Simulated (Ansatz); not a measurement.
Calculation for V (bcc type): DFT, PBE, all-electron PAW with datasets made for the crystal, scalar-relativistic (Ansatz 0.2.0). This run: the series' base cell.

The base cell comes from a relaxation on PAW files under the same functional.

Command: `ansatz run input.yaml --threads 1 --pin off --max-ram 2048MiB --backend cpu --events-out ev --progress --plain --runs-dir out` It took 6.4 s on 1 thread of Arm Neoverse V1, with other jobs on the host, peak memory 0.34 GiB.

```yaml
crystal:
  lattice:
    - [-1.4991847422, 1.4991847422, 1.4991847422]
    - [1.4991847422, -1.4991847422, 1.4991847422]
    - [1.4991847422, 1.4991847422, -1.4991847422]
  atoms:
    - { symbol: V, position: [0.0, 0.0, 0.0] }
kpoints:
  mp_grid: { grid: [18, 18, 18] }
scf:
  occupations: { method: fermi_dirac, width: 0.1 }
hamiltonian:
  xc: pbe
  pseudopotentials: { kind: all_electron, datasets: crystal }
output:
  forces: true
  stress: true
  eigenvalues: true
```

Output:

```
hamiltonian.pseudopotentials.datasets: crystal makes datasets for this crystal and solves the spheres of its atoms anew in each pass: cutoff 320.0 eV, the density's 1280.0 eV; for an error of 0.50 meV an atom under PBE, 0.5 meV for the cell; an energy difference from a run of another recipe may be off by several times the error for the cell, under r2SCAN by more, where some 0.1 meV an atom stays at smaller errors; V in spheres of 1.296 Å, 5 of its electrons in bands, 8 on its site; only band paths and densities of states list, in semicore columns, the levels of the semicore shells that are solved separately: 3s of V, 3p of V
Engine: ansatz 0.2.0
Pseudopotentials: kind: all_electron
Pseudopotential: V, paw, valence charge 13, recommended cutoff 320 eV (normal), crystal/all_electron/pbe/scalar/gaussian/V, Koelling and Harmon's equation, gaussian nucleus
Functional definition: PBE
  parameter kappa = 0.804
  parameter beta = 0.06672455060314922
  exchange = pbe_x(kappa = kappa, mu = beta*pi^2/3)
  correlation = pbe_c(beta = beta)
Crystal: 1 atoms, lattice volume = 13.478 Å³
Basis set: ecut = 320 eV, 177 PW (Γ), exchange–correlation on 32×32×32 points (8 copies of the dense FFT grid, shifted against one another)
Bands: 7, of which v1, the nominal top of the filled ones, is band 3 counted from 1 (2 counted from 0)
Symmetry: 48 space group operations
Space group: Im-3m (ITA 229), of the structure as read, at distance tolerance 2.4e-5 Å
k-points: 195 of 5832
Non-local potential: V, projectors of the file, l = 0: 1, l = 1: 1, l = 2: 2
PAW form: soft (Blöchl's): semilocal exchange-correlation on the pseudo side does not see the compensation charge
PAW one-centre angular grid: V, 590 points (default); XC on its mesh's 1927 points in the sphere
Initial density: superposition of atomic densities (neutral atoms: chi_scale 0, normalization atom)
Initial wavefunctions: pseudopotential atomic-orbital guess
Functional: x = pbe(κ = 0.804, μ = 0.2195149727645171), c = pbe(β = 0.06672455060314922)
iter 1 solved again at ethr=1.00e-1 eV; its pass at ethr=1.00e-1 eV (dr2=5.28e0 eV) is discarded
SCF iter   1: F=—  HF=-25833.661985 eV  |F-HF|=—  |Δ(HF+E_count)|=         —  Δρ=2.06e-1  dr2=5.30e0  ethr=1.00e-1  ⟨swp⟩=2.0  Hψ=8229  notcnv=0
preconditioner: auto → none  [metal: Δε(μ)=0.003 eV  Ē_g=7.509 eV  σ=0.100 eV  W_gap=0.01  n_scr=0 (ndim 8)  ℏωp=22.6 eV  f_vac=0.000  D(μ)=1.23/eV (n_scr^D=12)]
iter 2 solved again at ethr=3.41e-3 eV; its pass at ethr=1.00e-1 eV (dr2=1.71e-1 eV) is discarded
SCF iter   2: F=—  HF=-25832.243800 eV  |F-HF|=—  |Δ(HF+E_count)|=    1.42e0  Δρ=4.18e-2  dr2=1.74e-1  ethr=3.41e-3  ⟨swp⟩=2.7  Hψ=5956  notcnv=0  defer=23
SCF iter   3: F=—  HF=-25832.131265 eV  |F-HF|=—  |Δ(HF+E_count)|=   1.13e-1  Δρ=1.23e-2  dr2=1.61e-2  ethr=3.41e-3  ⟨swp⟩=3.1  Hψ=3351  notcnv=0  defer=7
SCF iter   4: F=—  HF=-25832.117422 eV  |F-HF|=—  |Δ(HF+E_count)|=   1.38e-2  Δρ=1.62e-3  dr2=9.35e-5  ethr=3.22e-4  ⟨swp⟩=2.1  Hψ=3480  notcnv=0  defer=14
SCF iter   5: F=—  HF=-25832.116981 eV  |F-HF|=—  |Δ(HF+E_count)|=   4.41e-4  Δρ=7.12e-4  dr2=5.68e-5  ethr=1.87e-6  ⟨swp⟩=3.0  Hψ=3897  notcnv=0  defer=6
SCF iter   6: F=—  HF=-25832.116964 eV  |F-HF|=—  |Δ(HF+E_count)|=   1.72e-5  Δρ=1.24e-4  dr2=1.72e-6  ethr=1.14e-6  ⟨swp⟩=2.0  Hψ=1946  notcnv=0
SCF iter   7: F=-25832.116963 eV  HF=-25832.116963 eV  |F-HF|=7.12e-9  |Δ(HF+E_count)|=   3.25e-7  Δρ=1.48e-5  dr2=2.37e-8  ethr=3.43e-8  ⟨swp⟩=3.0  Hψ=2277  notcnv=0
SCF 1 converged in 7 iterations: F = -25832.116964 eV  dr2 = 2.37e-8
  Residual-converged pass: ⟨swp⟩=4.6  Hψ=2940  notcnv=0  max |occ|·‖R‖ = 3.7e-6 eV (tolerance 3.7e-6 eV)  dr2=2.33e-8  dr2_onsite=5.98e-9  max |Δocc| = 5.3e-9
  greatest PAW one-centre occupation: 0.345 electrons in one spin orbital (limit 2), on the V atom at site 0 (counted from 0), in its partial waves of l = 2
SCF converged after 7 iterations
Free energy (F): -25832.116964 eV
Harris-Foulkes:  -25832.116964 eV  (|F-HF|=7.12e-9)
Internal energy: -25832.060155 eV  (E = F + TS)
E sigma→0 (E₀):  -25832.088559 eV
Entropy (-TS):   -0.056810 eV (-56.810 meV/atom)
Past the cutoff: the bands carry plane waves up to 1.75 times it, of which those up to 1.5 times it add -0.000233 eV an atom, each by itself; the spheres take 0.000054 eV an atom off the energy for waves past 1.75 times it
By the cutoff:   a pressure is off by up to 0.006 GPa (1.2 times the spheres' own share and the shells' term, over an atom's volume, and 0.004 GPa: a bound that held against runs at twice the plane waves)
Past the cutoffs: a stress includes 0.0051 GPa for waves and charges beyond them, in addition to the slope of what the spheres take
In the spheres:  the bands' charges fall short by 2.3e-6 e at most (sound up to 1e-3), those of shells solved beside the bands by 1.5e-7 e (sound up to 5e-4)
Fermi energy:    17.068535 eV
--- Per-component energies (eV) ---
  E_band       = 77.194327
  E_kinetic    = 66.645882
  E_local      = -634.841444  (includes V_loc(G=0)·N_el)
  E_nonlocal   = 51.401484
  E_hartree    = 353.178749
  E_xc         = -62.694063
  E_vxc        = -60.456931  (∫ρ·V_xc dr)
  E_paw        = -26502.114094  (= ΣΔE_a)
  E_vpaw       = -2425.109233  (= ΣTr[D̂ρ^β])
  E_ewald      = -1476.839417
  E_smearing   = -0.056810  (= −TS)
  E_closure    = 2373.202748  (closes the sum)
  Σ components = -25832.116964   (vs F -25832.116964, Δ=0.00e0)
  The terms above E_closure are by the made datasets' own strengths, without shells solved beside the bands.
--- Forces (eV/Å), atoms counted from 1 ---
  atom   1  V      0.00000000    -0.00000000    -0.00000000
  max |Σ_I F_I| component: 1.13e-31 eV/Å
--- Stress (GPa, compression-positive) ---
       -0.062588       0.000000       0.000000
        0.000000      -0.062588      -0.000000
        0.000000      -0.000000      -0.062588
  P = ⅓ Tr σ = -0.0626 GPa (-0.626 kbar)
  It holds what live shells' own plane waves past their cutoff add
--- Band table (eV; the first three rows and the last of 195) ---
  k-point 0: bands = ["10.4520", "17.4665", "17.4665", "17.4665", "19.4802"]
  k-point 1: bands = ["10.5769", "17.4130", "17.4555", "17.5556", "19.4178"]
  k-point 2: bands = ["10.9413", "17.2619", "17.4054", "17.8176", "19.2732"]
  k-point 194: bands = ["14.0552", "14.0552", "20.7821", "20.7821", "20.7821"]
```

Next run (volume at 0.95 of the series' base cell), as changes to the input before:

```diff
   lattice:
-    - [-1.4991847422, 1.4991847422, 1.4991847422]
-    - [1.4991847422, -1.4991847422, 1.4991847422]
-    - [1.4991847422, 1.4991847422, -1.4991847422]
+    - [-1.4737699215, 1.4737699215, 1.4737699215]
+    - [1.4737699215, -1.4737699215, 1.4737699215]
+    - [1.4737699215, 1.4737699215, -1.4737699215]
   atoms:
```

Command: `ansatz run input.yaml --threads 1 --pin off --max-ram 2048MiB --backend cpu --events-out ev --progress --plain --runs-dir out` It took 6.3 s on 1 thread of Arm Neoverse V1, on a shared host, peak memory 0.34 GiB.

Results part of the output:

```
SCF 1 converged in 7 iterations: F = -25832.096620 eV  dr2 = 7.92e-9
  Residual-converged pass: ⟨swp⟩=4.2  Hψ=2727  notcnv=0  max |occ|·‖R‖ = 3.7e-6 eV (tolerance 3.7e-6 eV)  dr2=7.68e-9  dr2_onsite=2.59e-9  max |Δocc| = 1.7e-9
  greatest PAW one-centre occupation: 0.345 electrons in one spin orbital (limit 2), on the V atom at site 0 (counted from 0), in its partial waves of l = 2
SCF converged after 7 iterations
Free energy (F): -25832.096620 eV
Harris-Foulkes:  -25832.096620 eV  (|F-HF|=2.74e-9)
Internal energy: -25832.043251 eV  (E = F + TS)
E sigma→0 (E₀):  -25832.069935 eV
Entropy (-TS):   -0.053369 eV (-53.369 meV/atom)
Past the cutoff: the bands carry plane waves up to 1.75 times it, of which those up to 1.5 times it add -0.000187 eV an atom, each by itself; the spheres take 0.000050 eV an atom off the energy for waves past 1.75 times it
By the cutoff:   a pressure is off by up to 0.006 GPa (1.2 times the spheres' own share and the shells' term, over an atom's volume, and 0.004 GPa: a bound that held against runs at twice the plane waves)
Past the cutoffs: a stress includes 0.0024 GPa for waves and charges beyond them, in addition to the slope of what the spheres take
In the spheres:  the bands' charges fall short by 1.8e-6 e at most (sound up to 1e-3), those of shells solved beside the bands by 6.1e-8 e (sound up to 5e-4)
Fermi energy:    18.108451 eV
--- Per-component energies (eV) ---
  E_band       = 82.028495
  E_kinetic    = 71.127202
  E_local      = -625.926826  (includes V_loc(G=0)·N_el)
  E_nonlocal   = 50.542448
  E_hartree    = 350.704711
  E_xc         = -67.793653
  E_vxc        = -63.660871  (∫ρ·V_xc dr)
  E_paw        = -26471.420247  (= ΣΔE_a)
  E_vpaw       = -2414.489825  (= ΣTr[D̂ρ^β])
  E_ewald      = -1502.307170
  E_smearing   = -0.053369  (= −TS)
  E_closure    = 2363.030285  (closes the sum)
  Σ components = -25832.096620   (vs F -25832.096620, Δ=0.00e0)
  The terms above E_closure are by the made datasets' own strengths, without shells solved beside the bands.
--- Forces (eV/Å), atoms counted from 1 ---
  atom   1  V     -0.00000000    -0.00000000    -0.00000000
  max |Σ_I F_I| component: 1.44e-31 eV/Å
--- Stress (GPa, compression-positive) ---
       10.153194      -0.000000       0.000000
        0.000000      10.153194      -0.000000
        0.000000       0.000000      10.153194
  P = ⅓ Tr σ = 10.1532 GPa (101.532 kbar)
  It holds what live shells' own plane waves past their cutoff add
--- Band table (eV; the first three rows and the last of 195) ---
  k-point 0: bands = ["11.3865", "18.5156", "18.5156", "18.5156", "20.6623"]
  k-point 1: bands = ["11.5176", "18.4577", "18.5036", "18.6112", "20.5940"]
  k-point 2: bands = ["11.8989", "18.2946", "18.4493", "18.8921", "20.4367"]
  k-point 194: bands = ["14.8500", "14.8500", "22.0745", "22.0745", "22.0745"]
```

Next run (volume at 0.55 of the series' base cell), as changes to the input before:

```diff
   lattice:
-    - [-1.4737699215, 1.4737699215, 1.4737699215]
-    - [1.4737699215, -1.4737699215, 1.4737699215]
-    - [1.4737699215, 1.4737699215, -1.4737699215]
+    - [-1.2283139478, 1.2283139478, 1.2283139478]
+    - [1.2283139478, -1.2283139478, 1.2283139478]
+    - [1.2283139478, 1.2283139478, -1.2283139478]
   atoms:
```

Command: `ansatz run input.yaml --threads 1 --pin off --max-ram 2048MiB --backend cpu --events-out ev --progress --plain --runs-dir out` It took 7.5 s on 1 thread of Arm Neoverse V1, on a shared host, peak memory 0.37 GiB.

Results part of the output:

```
SCF 1 converged in 7 iterations: F = -25828.366554 eV  dr2 = 2.79e-9
  Residual-converged pass: ⟨swp⟩=3.0  Hψ=4480  notcnv=0  max |occ|·‖R‖ = 3.6e-6 eV (tolerance 3.7e-6 eV)  dr2=2.39e-9  dr2_onsite=7.84e-10  max |Δocc| = 1.3e-9
  greatest PAW one-centre occupation: 0.992 electrons in one spin orbital (limit 2), on the V atom at site 0 (counted from 0), in its partial waves of l = 0
SCF converged after 7 iterations
Free energy (F): -25828.366554 eV
Harris-Foulkes:  -25828.366554 eV  (|F-HF|=1.41e-9)
Internal energy: -25828.339838 eV  (E = F + TS)
E sigma→0 (E₀):  -25828.353196 eV
Entropy (-TS):   -0.026716 eV (-26.716 meV/atom)
Past the cutoff: the bands carry plane waves up to 1.75 times it, of which those up to 1.5 times it add -0.000310 eV an atom, each by itself; the spheres take 0.000114 eV an atom off the energy for waves past 1.75 times it
By the cutoff:   a pressure is off by up to 0.007 GPa (1.2 times the spheres' own share and the shells' term, over an atom's volume, and 0.004 GPa: a bound that held against runs at twice the plane waves)
Past the cutoffs: a stress includes 0.0034 GPa for waves and charges beyond them, in addition to the slope of what the spheres take
In the spheres:  the bands' charges fall short by 1.2e-7 e at most (sound up to 1e-3)
Fermi energy:    33.004853 eV
--- Per-component energies (eV) ---
  E_band       = 64.124299
  E_kinetic    = 331.512549
  E_local      = -488.600057  (includes V_loc(G=0)·N_el)
  E_nonlocal   = 29.453556
  E_hartree    = 301.599762
  E_xc         = -108.955397
  E_vxc        = -142.334589  (∫ρ·V_xc dr)
  E_paw        = -26044.836641  (= ΣΔE_a)
  E_vpaw       = -2223.106867  (= ΣTr[D̂ρ^β])
  E_ewald      = -1802.515655
  E_smearing   = -0.026716  (= −TS)
  E_closure    = 1954.002046  (closes the sum)
  Σ components = -25828.366554   (vs F -25828.366554, Δ=0.00e0)
  The terms above E_closure are by the made datasets' own strengths, without shells solved beside the bands.
--- Forces (eV/Å), atoms counted from 1 ---
  atom   1  V      0.00000000    -0.00000000    -0.00000000
  max |Σ_I F_I| component: 8.83e-32 eV/Å
--- Stress (GPa, compression-positive) ---
      311.720833      -0.000000      -0.000000
        0.000000     311.720833      -0.000000
        0.000000       0.000000     311.720833
  P = ⅓ Tr σ = 311.7208 GPa (3117.208 kbar)
--- Band table (eV; the first three rows and the last of 195) ---
  k-point 0: bands = ["-31.6499", "-2.2234", "-2.2234", "-2.2234", "26.6103", "32.7399", "32.7399", "32.7399", "36.7924"]
  k-point 1: bands = ["-31.6050", "-2.3848", "-2.2684", "-2.2268", "26.8392", "32.6130", "32.7198", "32.9395", "36.6195"]
  k-point 2: bands = ["-31.4739", "-2.8416", "-2.3964", "-2.2365", "27.4599", "32.2604", "32.6397", "33.5242", "36.2503"]
  k-point 194: bands = ["-28.9558", "-5.2841", "-5.2841", "-5.2841", "25.3541", "25.3541", "40.0416", "40.0416", "40.0416"]
```

Next run (volume at 0.4 of the series' base cell), as changes to the input before:

```diff
   lattice:
-    - [-1.2283139478, 1.2283139478, 1.2283139478]
-    - [1.2283139478, -1.2283139478, 1.2283139478]
-    - [1.2283139478, 1.2283139478, -1.2283139478]
+    - [-1.1046087625, 1.1046087625, 1.1046087625]
+    - [1.1046087625, -1.1046087625, 1.1046087625]
+    - [1.1046087625, 1.1046087625, -1.1046087625]
   atoms:
```

Command: `ansatz run input.yaml --threads 1 --pin off --max-ram 2048MiB --backend cpu --events-out ev --progress --plain --runs-dir out` It took 10 s on 1 thread of Arm Neoverse V1, with other jobs on the host, peak memory 0.41 GiB.

Results part of the output:

```
SCF 1 converged in 7 iterations: F = -25821.827753 eV  dr2 = 1.49e-9
  Residual-converged pass: ⟨swp⟩=2.7  Hψ=3483  notcnv=0  max |occ|·‖R‖ = 3.7e-6 eV (tolerance 3.7e-6 eV)  dr2=1.48e-9  dr2_onsite=7.12e-10  max |Δocc| = 3.7e-10
  greatest PAW one-centre occupation: 0.982 electrons in one spin orbital (limit 2), on the V atom at site 0 (counted from 0), in its partial waves of l = 0
SCF converged after 7 iterations
Free energy (F): -25821.827753 eV
Harris-Foulkes:  -25821.827753 eV  (|F-HF|=8.59e-10)
Internal energy: -25821.812797 eV  (E = F + TS)
E sigma→0 (E₀):  -25821.820275 eV
Entropy (-TS):   -0.014956 eV (-14.956 meV/atom)
Past the cutoff: the bands carry plane waves up to 1.75 times it, of which those up to 1.5 times it add -0.000277 eV an atom, each by itself; the spheres take 0.000123 eV an atom off the energy for waves past 1.75 times it
By the cutoff:   a pressure is off by up to 0.008 GPa (1.2 times the spheres' own share and the shells' term, over an atom's volume, and 0.004 GPa: a bound that held against runs at twice the plane waves)
Past the cutoffs: a stress includes 0.0041 GPa for waves and charges beyond them, in addition to the slope of what the spheres take
In the spheres:  the bands' charges fall short by 3.6e-7 e at most (sound up to 1e-3)
Fermi energy:    46.247674 eV
--- Per-component energies (eV) ---
  E_band       = 212.072686
  E_kinetic    = 499.346238
  E_local      = -342.130144  (includes V_loc(G=0)·N_el)
  E_nonlocal   = -1.984019
  E_hartree    = 247.364197
  E_xc         = -159.880079
  E_vxc        = -209.070657  (∫ρ·V_xc dr)
  E_paw        = -25910.007841  (= ΣΔE_a)
  E_vpaw       = -2078.674189  (= ΣTr[D̂ρ^β])
  E_ewald      = -2004.379465
  E_smearing   = -0.014956  (= −TS)
  E_closure    = 1849.858316  (closes the sum)
  Σ components = -25821.827753   (vs F -25821.827753, Δ=-3.64e-12)
  The terms above E_closure are by the made datasets' own strengths, without shells solved beside the bands.
--- Forces (eV/Å), atoms counted from 1 ---
  atom   1  V      0.00000000     0.00000000    -0.00000000
  max |Σ_I F_I| component: 5.75e-32 eV/Å
--- Stress (GPa, compression-positive) ---
      824.699579       0.000000      -0.000000
        0.000000     824.699579       0.000000
        0.000000       0.000000     824.699579
  P = ⅓ Tr σ = 824.6996 GPa (8246.996 kbar)
--- Band table (eV; the first three rows and the last of 195) ---
  k-point 0: bands = ["-22.3578", "11.4542", "11.4542", "11.4542", "42.3490", "44.0479", "44.0479", "44.0479", "49.6909", "49.6909"]
  k-point 1: bands = ["-22.2605", "11.1283", "11.3563", "11.4442", "42.6368", "43.8558", "44.0583", "44.3542", "49.4062", "49.6933"]
  k-point 2: bands = ["-21.9737", "10.2113", "11.0808", "11.4152", "42.8780", "43.3274", "44.5564", "45.2460", "48.8337", "49.7159"]
  k-point 194: bands = ["-15.6830", "5.2838", "5.2838", "5.2838", "33.5143", "33.5143", "54.7678", "54.7678", "54.7678", "70.3989"]
```

The structure type is held throughout; the real material can change phase at far lower pressure.
